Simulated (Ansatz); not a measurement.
KSrCl₃ built on the cubic perovskite prototype, relaxed with r2SCAN in Ansatz: it is cubic, Pm-3m (No. 221); conventional cell a = 5.636 Å, 35.81 Å³ an atom. Around K lie 12 Cl at 3.99 Å; around Sr lie 6 Cl at 2.82 Å; around Cl lie 2 Sr at 2.82 Å and 4 K at 3.99 Å. The cell was then strained (x, y and z are the cube axes), with the atoms relaxed again; stress is positive in compression. All values are calculated for a non-magnetic cell, which may be hypothetical.

- Isotropic -0.5 % on every length: the pressure changes by +0.35 GPa, and the HSE06 gap (R → Γ) goes from 5.743 to 5.774 eV.
- Epitaxial strain of +1.5 % in the (001) plane: the free normal strain is -0.31 % and the in-plane stress changes by -0.83 GPa.

Q: What bulk modulus does the isotropic step give?

A: Δ ln V = 3 ln(0.9950) = -0.0150, so B ≈ −ΔP/Δ ln V = 23 GPa.

Q: Give the volume deformation potential of that gap and its pressure coefficient.

A: a_V = ΔE_g/Δ ln V = (+0.031)/(-0.0150) = -2.06 eV; dE_g/dP = −a_V/B = +89 meV/GPa, with HSE06's gap and r2SCAN's modulus.

Q: What do the film's normal strain and stress say about the elastic constants?

A: ε⊥/ε∥ = (-0.0031)/(+0.0150) = -0.21, which linear elasticity sets to −2C₁₂/C₁₁. The biaxial modulus is M = −Δσ/ε∥ = 55 GPa.

Q: How much elastic energy does the film store, with 35.81 Å³ an atom?

A: u = M ε∥² = −Δσ ε∥ = +0.83 × (+0.0150) = 0.0124 GPa, and 1 GPa Å³ is 6.2415 meV: 2.78 meV an atom. The total energies of the two runs differ by 2.85 meV an atom.

The meshes of the hybrids are coarse, so their gaps aren't converged to the digits shown.
